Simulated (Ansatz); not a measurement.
The following input was run with Ansatz 0.2.0.

```yaml
crystal:
  lattice:
    - [-2.0842519218, 2.0842519218, 6.7735825404]
    - [2.0842519218, -2.0842519218, 6.7735825404]
    - [2.0842519218, 2.0842519218, -6.7735825404]
  atoms:
    - { symbol: Ba, position: [0.0, 0.0, 0.0] }
    - { symbol: As, position: [0.3511701908, 0.3511701908, 0.0] }
    - { symbol: As, position: [0.6488298092, 0.6488298092, 0.0] }
    - { symbol: Rh, position: [0.75, 0.25, 0.5] }
    - { symbol: Rh, position: [0.25, 0.75, 0.5] }
basis:
  ecutwfc: 500
kpoints:
  mp_grid: { grid: [12, 12, 12] }
hamiltonian:
  xc: r2scan
scf:
  occupations: { method: gaussian, width: 0.1 }
output:
  forces: true
  stress: true
  eigenvalues: true
relax:
  adjacent_minimum: "off"
  f_tol: 0.01
  max_steps: 30
  cell: { stress_tol: 0.1, fix: [volume] }
```

Command:
```bash
ansatz run input.yaml --threads 2 --pin off --max-ram 5120MiB --backend cpu --events-out ev --progress --plain --runs-dir out
```

The calculation used DFT r2SCAN, scalar-relativistic, plane waves, PAW (Ansatz).

Abridged output:

```
Pseudopotentials: kind: paw
Pseudopotential: Ba, paw, valence charge 10, recommended cutoff 500 eV (meta_gga)
Pseudopotential: As, paw, valence charge 15, recommended cutoff 500 eV (meta_gga)
Pseudopotential: Rh, paw, valence charge 17, recommended cutoff 500 eV (meta_gga)
Functional definition: r2SCAN
Crystal: 5 atoms, lattice volume = 117.701 Å³
Basis set: ecut = 500 eV, 2977 PW (Γ), FFT grids on a1+a3, a2+a3, a3, exchange–correlation on 128×128×216 points (64 copies of the dense FFT grid, shifted against one another)
Bands: 45, of which v1, the nominal top of the filled ones, is band 37 counted from 1 (36 counted from 0)
Symmetry: 16 space group operations
Space group: I4/mmm (ITA 139), of the structure as read, at distance tolerance 4.9e-5 Å
k-points: 163 of 1728
Initial density: superposition of atomic densities (neutral atoms: chi_scale 0, normalization atom), corrected by the library's trained network
Initial wavefunctions: pseudopotential atomic-orbital guess
Functional: x = r2scan, c = r2scan; τ floored in thin density (d = 2e-4 eV/Å³)
SCF iter   1: F=—  HF=-28528.598004 eV  |F-HF|=—  |Δ(HF+E_count)|=         —  Δρ=6.68e-3  dr2=1.41e-1  dr2_τ=1.99e-2  ethr=1.77e-3  ⟨swp⟩=8.3  Hψ=31062  notcnv=0  defer=25
SCF iter   2: F=—  HF=-28528.636921 eV  |F-HF|=—  |Δ(HF+E_count)|=   3.89e-2  Δρ=4.11e-3  dr2=5.27e-2  dr2_τ=1.49e-3  ethr=1.91e-4  ⟨swp⟩=3.0  Hψ=14847  notcnv=0  defer=338
SCF iter   3: F=—  HF=-28528.629818 eV  |F-HF|=—  |Δ(HF+E_count)|=   7.10e-3  Δρ=1.72e-3  dr2=1.86e-2  dr2_τ=3.09e-4  ethr=7.13e-5  ⟨swp⟩=2.3  Hψ=9573  notcnv=0  defer=338
SCF iter   4: F=—  HF=-28528.626711 eV  |F-HF|=—  |Δ(HF+E_count)|=   3.11e-3  Δρ=9.68e-4  dr2=1.20e-3  dr2_τ=3.58e-5  ethr=2.51e-5  ⟨swp⟩=2.0  Hψ=9110  notcnv=0  defer=338
SCF iter   5: F=—  HF=-28528.626793 eV  |F-HF|=—  |Δ(HF+E_count)|=   8.16e-5  Δρ=5.77e-4  dr2=7.32e-4  dr2_τ=5.09e-5  ethr=1.62e-6  ⟨swp⟩=2.0  Hψ=12208  notcnv=0  defer=338
SCF iter   6: F=—  HF=-28528.626719 eV  |F-HF|=—  |Δ(HF+E_count)|=   7.36e-5  Δρ=1.64e-4  dr2=4.16e-5  dr2_τ=1.25e-6  ethr=9.89e-7  ⟨swp⟩=2.0  Hψ=11628  notcnv=0  defer=338
SCF iter   7: F=—  HF=-28528.626741 eV  |F-HF|=—  |Δ(HF+E_count)|=   2.15e-5  Δρ=4.91e-5  dr2=4.01e-6  dr2_τ=9.02e-8  ethr=5.62e-8  ⟨swp⟩=2.0  Hψ=10564  notcnv=0  defer=338
SCF iter   8: F=—  HF=-28528.626743 eV  |F-HF|=—  |Δ(HF+E_count)|=   2.30e-6  Δρ=1.31e-5  dr2=2.99e-7  dr2_τ=8.79e-9  ethr=5.42e-9  ⟨swp⟩=2.0  Hψ=10961  notcnv=0  defer=338
SCF iter   9: F=-28528.626743 eV  HF=-28528.626743 eV  |F-HF|=1.31e-8  |Δ(HF+E_count)|=   2.58e-7  Δρ=4.58e-6  dr2=2.88e-8  dr2_τ=7.20e-10  ethr=1.35e-10  ⟨swp⟩=11.7  Hψ=38199  notcnv=0
SCF 1 converged in 9 iterations: F = -28528.626743 eV  dr2 = 2.88e-8
relax step   1: F+E_penalty+E_count = -28528.62674338 eV  Δ(F+E_penalty+E_count) = +0.000e0 eV  max|allowed force component| = 4.125e-1 eV/Å  Δτ_max = 0.0000 Å  P = -7.111 GPa  Ω = 117.701 Å³  fix = [volume]  reactions: volume -7.111 GPa (9 SCF iters, dr2 threshold 1.00e-7 eV, accepted)
Initial density: handed on by an earlier stage of this run
Initial wavefunctions: those handed on with the density
SCF iter   1: F=—  HF=-28528.632227 eV  |F-HF|=—  |Δ(HF+E_count)|=         —  Δρ=2.65e-3  dr2=3.39e-3  dr2_τ=9.64e-3  ethr=5.28e-6  ⟨swp⟩=2.1  Hψ=35176  notcnv=0
SCF iter   2: F=—  HF=-28528.641212 eV  |F-HF|=—  |Δ(HF+E_count)|=   8.99e-3  Δρ=1.43e-3  dr2=9.89e-4  dr2_τ=3.59e-5  ethr=4.58e-6  ⟨swp⟩=2.0  Hψ=10479  notcnv=0
SCF iter   3: F=—  HF=-28528.641294 eV  |F-HF|=—  |Δ(HF+E_count)|=   8.14e-5  Δρ=2.75e-4  dr2=1.22e-4  dr2_τ=7.04e-6  ethr=1.34e-6  ⟨swp⟩=2.0  Hψ=11083  notcnv=0
SCF iter   4: F=—  HF=-28528.641287 eV  |F-HF|=—  |Δ(HF+E_count)|=   6.69e-6  Δρ=1.10e-4  dr2=1.44e-5  dr2_τ=3.56e-7  ethr=1.65e-7  ⟨swp⟩=2.0  Hψ=12880  notcnv=0
SCF iter   5: F=—  HF=-28528.641291 eV  |F-HF|=—  |Δ(HF+E_count)|=   4.29e-6  Δρ=4.31e-5  dr2=5.83e-6  dr2_τ=1.55e-7  ethr=1.95e-8  ⟨swp⟩=2.0  Hψ=12304  notcnv=0
SCF iter   6: F=—  HF=-28528.641291 eV  |F-HF|=—  |Δ(HF+E_count)|=   1.95e-7  Δρ=2.02e-5  dr2=5.35e-7  dr2_τ=3.21e-8  ethr=7.88e-9  ⟨swp⟩=2.0  Hψ=9420  notcnv=0
SCF iter   7: F=-28528.641291 eV  HF=-28528.641291 eV  |F-HF|=2.03e-7  |Δ(HF+E_count)|=   6.34e-8  Δρ=1.13e-5  dr2=2.25e-7  dr2_τ=1.45e-8  ethr=6.76e-10  ⟨swp⟩=6.3  Hψ=31185  notcnv=0
the search or the solves at the SCF's close seem to have found levels that the self-consistency loop had missed (the run counts 1). By its estimate they hold under 1e-12 electrons; where the run keeps them, the occupations were computed again with them
SCF 2 converged in 7 iterations: F = -28528.641291 eV  dr2 = 2.25e-7
relax step   2: F+E_penalty+E_count = -28528.64129105 eV  Δ(F+E_penalty+E_count) = -1.455e-2 eV  max|allowed force component| = 9.166e-2 eV/Å  Δτ_max = 0.0428 Å  P = -5.753 GPa  Ω = 117.701 Å³  energy of the carried Pulay correction = -1.003e-17 eV  fix = [volume]  reactions: volume -5.753 GPa (7 SCF iters, dr2 threshold 5.00e-7 eV, accepted)
SCF iter   1: F=—  HF=-28528.641814 eV  |F-HF|=—  |Δ(HF+E_count)|=         —  Δρ=5.12e-4  dr2=1.35e-4  dr2_τ=2.80e-4  ethr=1.96e-7  ⟨swp⟩=2.3  Hψ=33517  notcnv=0
SCF iter   2: F=—  HF=-28528.641995 eV  |F-HF|=—  |Δ(HF+E_count)|=   1.81e-4  Δρ=2.75e-4  dr2=3.78e-5  dr2_τ=1.46e-6  ethr=1.82e-7  ⟨swp⟩=2.0  Hψ=10020  notcnv=0
SCF iter   3: F=—  HF=-28528.641997 eV  |F-HF|=—  |Δ(HF+E_count)|=   2.31e-6  Δρ=5.01e-5  dr2=4.04e-6  dr2_τ=1.84e-7  ethr=5.11e-8  ⟨swp⟩=2.1  Hψ=10087  notcnv=0
SCF iter   4: F=—  HF=-28528.641997 eV  |F-HF|=—  |Δ(HF+E_count)|=   1.59e-7  Δρ=1.84e-5  dr2=7.63e-7  dr2_τ=1.88e-8  ethr=5.45e-9  ⟨swp⟩=2.0  Hψ=12968  notcnv=0
SCF iter   5: F=-28528.641997 eV  HF=-28528.641997 eV  |F-HF|=8.75e-8  |Δ(HF+E_count)|=   4.40e-8  Δρ=1.32e-5  dr2=2.24e-7  dr2_τ=6.11e-9  ethr=6.76e-10  ⟨swp⟩=5.5  Hψ=30518  notcnv=0
SCF 3 converged in 5 iterations: F = -28528.641997 eV  dr2 = 2.24e-7
relax step   3: F+E_penalty+E_count = -28528.64199689 eV  Δ(F+E_penalty+E_count) = -7.058e-4 eV  max|allowed force component| = 1.561e-3 eV/Å  Δτ_max = 0.0078 Å  P = -6.012 GPa  Ω = 117.701 Å³  energy of the carried Pulay correction = -1.003e-17 eV  fix = [volume]  reactions: volume -6.012 GPa (5 SCF iters, dr2 threshold 5.00e-7 eV, accepted)
Basis set: ecut = 500 eV, 2977 PW (Γ), FFT grids on a1+a3, a2+a3, a3, exchange–correlation on 128×128×240 points (64 copies of the dense FFT grid, shifted against one another)
Initial wavefunctions: pseudopotential atomic-orbital guess (no wavefunctions were taken with the density)
SCF iter   1: F=—  HF=-28528.641568 eV  |F-HF|=—  |Δ(HF+E_count)|=         —  Δρ=1.76e-4  dr2=8.55e-7  dr2_τ=6.00e-8  ethr=2.84e-6  ⟨swp⟩=2.6  Hψ=46730  notcnv=0
SCF iter   2: F=—  HF=-28528.641889 eV  |F-HF|=—  |Δ(HF+E_count)|=   3.21e-4  Δρ=8.93e-5  dr2=2.68e-7  dr2_τ=3.10e-6  ethr=1.15e-9  ⟨swp⟩=3.0  Hψ=18963  notcnv=0
SCF iter   3: F=—  HF=-28528.641988 eV  |F-HF|=—  |Δ(HF+E_count)|=   9.91e-5  Δρ=1.36e-5  dr2=6.27e-8  dr2_τ=6.52e-8  ethr=3.62e-10  ⟨swp⟩=2.0  Hψ=10560  notcnv=0
SCF iter   4: F=—  HF=-28528.641990 eV  |F-HF|=—  |Δ(HF+E_count)|=   1.90e-6  Δρ=3.27e-6  dr2=3.84e-8  dr2_τ=1.22e-9  ethr=8.47e-11  ⟨swp⟩=2.0  Hψ=10477  notcnv=0
SCF iter   5: F=—  HF=-28528.641990 eV  |F-HF|=—  |Δ(HF+E_count)|=   1.42e-8  Δρ=1.61e-6  dr2=4.91e-9  dr2_τ=4.52e-10  ethr=5.19e-11  ⟨swp⟩=1.8  Hψ=7658  notcnv=0
SCF iter   6: F=—  HF=-28528.641990 eV  |F-HF|=—  |Δ(HF+E_count)|=   1.47e-9  Δρ=7.51e-7  dr2=2.96e-10  dr2_τ=1.09e-10  ethr=6.63e-12  ⟨swp⟩=2.0  Hψ=11706  notcnv=0
SCF iter   7: F=-28528.641990 eV  HF=-28528.641990 eV  |F-HF|=3.64e-12  |Δ(HF+E_count)|=  6.18e-11  Δρ=3.81e-7  dr2=1.43e-10  dr2_τ=1.61e-11  ethr=1.00e-12  ⟨swp⟩=5.5  Hψ=27853  notcnv=0
SCF 4 converged in 7 iterations: F = -28528.641990 eV  dr2 = 1.43e-10
SCF converged after 7 iterations
Free energy (F): -28528.641990 eV
Harris-Foulkes:  -28528.641990 eV  (|F-HF|=3.64e-12)
Internal energy: -28528.620409 eV  (E = F + TS)
E sigma→0 (E₀):  -28528.631199 eV
Entropy (-TS):   -0.021582 eV (-4.316 meV/atom)
Fermi energy:    12.522596 eV
--- Per-component energies (eV) ---
  E_band       = -995.873660
  E_kinetic    = 1520.922419
  E_local      = -11119.401348  (includes V_loc(G=0)·N_el)
  E_nonlocal   = -568.956032
  E_hartree    = 5104.059739
  E_xc         = -738.023996
  E_vxc        = -943.734657  (∫ρ·V_xc dr)
  E_paw        = -16159.766587  (= ΣΔE_a)
  E_vpaw       = -151.851060  (= ΣTr[D̂ρ^β])
  E_aug_tail   = 0.001287  (compensation charges beyond the density's cutoff)
  E_vtau       = 59.027189  (kinetic-family band-sum trace: ∫τ·v_τ [+ j·A + Jᵃ·Aᵃ] dr)
  E_ewald      = -6563.871572
  E_core_change = -3.584318  (= ΣΔE_core)
  E_smearing   = -0.021582  (= −TS)
--- Forces (eV/Å), atoms counted from 1 ---
  atom   1  Ba     0.00000000     0.00000000     0.00000000
  atom   2  As     0.00000000     0.00000000    -0.00165760
  atom   3  As     0.00000000     0.00000000     0.00165760
  atom   4  Rh     0.00000000     0.00000000     0.00000000
  atom   5  Rh     0.00000000     0.00000000     0.00000000
--- Stress (GPa, compression-positive) ---
       -6.021345       0.000000       0.000000
        0.000000      -6.021345       0.000000
        0.000000       0.000000      -5.992761
  P = ⅓ Tr σ = -6.0118 GPa (-60.118 kbar)
--- Band table (eV; the first three rows and the last of 163) ---
  k-point 0: bands = ["-68.5709", "-68.5444", "-35.8085", "-35.8085", "-35.6538", "-35.6538", "-35.6018", "-35.5664", "-24.3533", "-24.3495", "-24.3428", "-24.3417", "-24.3394", "-24.3394", "-24.3380", "-24.3380", "-24.3245", "-24.3235", "-17.2428", "-2.1260", "-1.8804", "-1.8804", "-0.3794", "0.7943", "6.5880", "7.3153", "7.3868", "7.3868", "7.9624", "8.9353", "8.9353", "10.3182", "10.5078", "11.0056", "11.6307", "11.6307", "12.2094", "12.9246", "14.4132", "14.4441", "14.7174", "14.7174", "15.7411", "17.1237", "17.1834"]
  k-point 1: bands = ["-68.5700", "-68.5453", "-35.8098", "-35.7972", "-35.6657", "-35.6528", "-35.6005", "-35.5675", "-24.3531", "-24.3495", "-24.3428", "-24.3418", "-24.3396", "-24.3394", "-24.3382", "-24.3381", "-24.3244", "-24.3235", "-17.2381", "-2.1041", "-1.9417", "-1.9094", "-0.2710", "0.7837", "6.7126", "7.2650", "7.3774", "7.4608", "8.0799", "8.7613", "8.9465", "10.2761", "10.5355", "10.8876", "11.2714", "11.4413", "12.3826", "12.9242", "13.8533", "14.4512", "14.8252", "15.1325", "15.8742", "16.6478", "17.0855"]
  k-point 2: bands = ["-68.5676", "-68.5477", "-35.8136", "-35.7663", "-35.6980", "-35.6500", "-35.5971", "-35.5705", "-24.3526", "-24.3497", "-24.3427", "-24.3419", "-24.3401", "-24.3396", "-24.3389", "-24.3385", "-24.3243", "-24.3235", "-17.2252", "-2.0712", "-2.0473", "-1.9875", "-0.0106", "0.7624", "6.8385", "7.2277", "7.5782", "7.6698", "8.2681", "8.3631", "8.9331", "10.1586", "10.5184", "10.6047", "10.7471", "11.0178", "12.5258", "12.8643", "13.3108", "14.2632", "15.1254", "15.3775", "16.1683", "16.3425", "16.8626"]
  k-point 162: bands = ["-68.5709", "-68.5444", "-35.8085", "-35.8085", "-35.6538", "-35.6538", "-35.6018", "-35.5664", "-24.3533", "-24.3495", "-24.3428", "-24.3417", "-24.3392", "-24.3392", "-24.3381", "-24.3381", "-24.3240", "-24.3239", "-17.2426", "-2.2270", "-1.8793", "-1.8793", "0.0477", "0.4657", "6.6452", "7.2196", "7.3195", "7.3195", "7.9630", "8.9771", "8.9771", "10.1884", "11.0074", "11.6228", "11.6473", "11.8527", "11.8527", "12.2094", "13.3831", "14.4733", "14.4733", "15.6925", "16.6958", "16.9380", "17.0725"]
--- Relaxed structure (3 steps of the walk, 3 accepted, 1 SCFs on fresh bases) ---
  F+E_penalty+E_count = -28528.64199016 eV   max|allowed force component| = 1.658e-3 eV/Å   (the final SCF, on the basis selected at the relaxed cell)
  cell:  # Å, volume = 117.7006 Å³
    - [-2.07974933, 2.07974933, 6.80294344]
    - [2.07974933, -2.07974933, 6.80294344]
    - [2.07974933, 2.07974933, -6.80294344]
  atoms:
    - { symbol: Ba, position: [0.0, 0.0, 0.0] }
    - { symbol: As, position: [0.34858693, 0.34858693, 0.0] }
    - { symbol: As, position: [0.65141306, 0.65141306, 0.0] }
    - { symbol: Rh, position: [0.75, 0.25, 0.5] }
    - { symbol: Rh, position: [0.25, 0.75, 0.5] }
```

The relaxation met its thresholds.

The run took 4.4 min on 2 threads of Arm Neoverse V1 (shared host), peak memory 1.2 GiB.